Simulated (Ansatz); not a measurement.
Si:
```
Si
1.0
   -5.03087     5.03087     5.03087
    5.03087    -5.03087     5.03087
    5.03087     5.03087    -5.03087
Si
23
Cartesian
  0.00000   0.00000   0.00000
  1.36589   1.36589   1.36589
  3.66497   3.66497  -3.66497
  3.66497  -3.66497   3.66497
 -3.66497   3.66497   3.66497
  2.51543   5.03087   0.00000
  2.51543   0.00000   5.03087
  0.00000   2.51543   5.03087
  5.03087   2.51543   0.00000
  5.03087   0.00000   2.51543
  0.00000   5.03087   2.51543
  0.85187   0.85187   3.58923
  4.17900   4.17900  -1.44164
 -0.85187   0.85187   6.47251
  0.85187  -0.85187   6.47251
  3.58923   0.85187   0.85187
 -1.44164   4.17900   4.17900
  6.47251  -0.85187   0.85187
  6.47251   0.85187  -0.85187
  0.85187   3.58923   0.85187
  4.17900  -1.44164   4.17900
  0.85187   6.47251  -0.85187
 -0.85187   6.47251   0.85187
```

Relaxed with r²SCAN. Special points in fractions of this cell's reciprocal vectors: Γ (0.000, 0.000, 0.000); H (0.500, -0.500, 0.500); N (0.000, 0.000, 0.500); P (0.250, 0.250, 0.250).

**Question.** List the band energies nearest the valence-band maximum at these points for r²SCAN in the plane-wave PAW code Ansatz.

**Answer.** In eV from the valence-band maximum; about four levels below and three above (degenerate sets whole), none deeper than 8.9 eV; points with the same levels are listed once.

| k | below | above |
|---|---|---|
| Γ | -0.53 -0.53 -0.53 -0.43 | 1.69 2.34 2.34 2.34 |
| H | -0.30 -0.30 -0.23 -0.23 -0.23 | 1.60 1.60 1.60 |
| N | -0.74 -0.57 -0.36 0.00 | 2.27 2.37 2.45 |
| P | -0.58 -0.58 -0.58 -0.30 -0.04 -0.04 | 2.33 2.33 2.33 |

Space group I-43m. The start of the workflow was typed in or built on a structure type; the Crystallography Open Database copy checked does not list it. It is not the phase usual at ambient conditions (space group No. 227). Symmetry was held in the r²SCAN relaxation; whether a distortion lowers the energy is not shown.

Potentials: the later of the program's two PAW sets.
